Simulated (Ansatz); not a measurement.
CdO (rock salt)

```yaml
crystal:
  lattice:
    - [0.00000, 2.34543, 2.34543]
    - [2.34543, 0.00000, 2.34543]
    - [2.34543, 2.34543, 0.00000]
  atoms:
    - { symbol: O, position: [0.00000, 0.00000, 0.00000] }
    - { symbol: Cd, position: [0.50000, 0.50000, 0.50000] }
```

The slice is a {110} plane (indices of the conventional cell) through the point (0.500, 0.500, 0.500) (fractional), spanned by u = [100] and v = [1 -1 -1] in vectors of this cell: u (3.32 Å) and v (4.69 Å, at 90° to u). It covers one period; positions are fractions (u, v).

Method: PBEsol (plane waves to 420 eV, PAW, scalar-relativistic; Ansatz, a quantum-chemistry and plane-wave program). k mesh 12×12×12. Near the nuclei the fields are pseudised (PAW); where an atom keeps semicore shells as valence, they peak there. CdO was relaxed with its symmetry unable to fall. The PAW data are Ansatz's earlier set.

Three fields on this plane, each scaled to ten steps between its own extremes (0 low, 9 high; the total valence density on a logarithmic scale, the potential cut 8 eV below its top; x marks points blanked near nuclei; v = 0 in the bottom row):

Map A
```
|xxxxxx268862xxxxx|
|xxxxx04788740xxxx|
|xxxxx05788750xxxx|
|xxxx0478998740xxx|
|xx01468999986410x|
|33467899999987643|
|xx78999999999987x|
|xxxx9999999999xxx|
|xxxxx99999999xxxx|
|xxxxx99988999xxxx|
|xxxxxx998899xxxxx|
|xxxxxx988889xxxxx|
|xxxxxx998899xxxxx|
|xxxxx99988999xxxx|
|xxxxx99999999xxxx|
|xxxx9999999999xxx|
|xx78999999999987x|
|33467899999987643|
|xx01468999986410x|
|xxxx0478998740xxx|
|xxxxx05788750xxxx|
|xxxxx04788740xxxx|
|xxxxxx268862xxxxx|
|xxxxxx268862xxxxx|
```

Map B
```
|xxxxxx743347xxxxx|
|xxxxx96322369xxxx|
|xxxxx74211247xxxx|
|xxxx8531001358xxx|
|xx98632000023689x|
|98764310000134678|
|xx87531000013578x|
|xxxx6421001246xxx|
|xxxxx64211246xxxx|
|xxxxx75322357xxxx|
|xxxxxx543345xxxxx|
|xxxxxx643346xxxxx|
|xxxxxx543345xxxxx|
|xxxxx75322357xxxx|
|xxxxx64211246xxxx|
|xxxx6421001246xxx|
|xx87531000013578x|
|98764310000134678|
|xx98632000023689x|
|xxxx8531001358xxx|
|xxxxx74211247xxxx|
|xxxxx96322369xxxx|
|xxxxxx743347xxxxx|
|xxxxxx743347xxxxx|
```

Map C
```
|xxxxxx210012xxxxx|
|xxxxx31100113xxxx|
|xxxxx21000012xxxx|
|xxxx3110000113xxx|
|xx32110000001123x|
|11111100000011111|
|xx54310000001345x|
|xxxx8410000148xxx|
|xxxxx72100127xxxx|
|xxxxx94100149xxxx|
|xxxxxx410014xxxxx|
|xxxxxx510015xxxxx|
|xxxxxx410014xxxxx|
|xxxxx94100149xxxx|
|xxxxx72100127xxxx|
|xxxx8410000148xxx|
|xx54310000001345x|
|11111100000011111|
|xx32110000001123x|
|xxxx3110000113xxx|
|xxxxx21000012xxxx|
|xxxxx31100113xxxx|
|xxxxxx210012xxxxx|
|xxxxxx210012xxxxx|
```

Task: Assign the maps to these fields: electron localisation function (ELF); valence electron density; electrostatic potential energy of an electron, from the cell's mean.

Result: A is the electrostatic potential energy of an electron, from the cell's mean; B is the valence electron density; C is the electron localisation function (ELF).
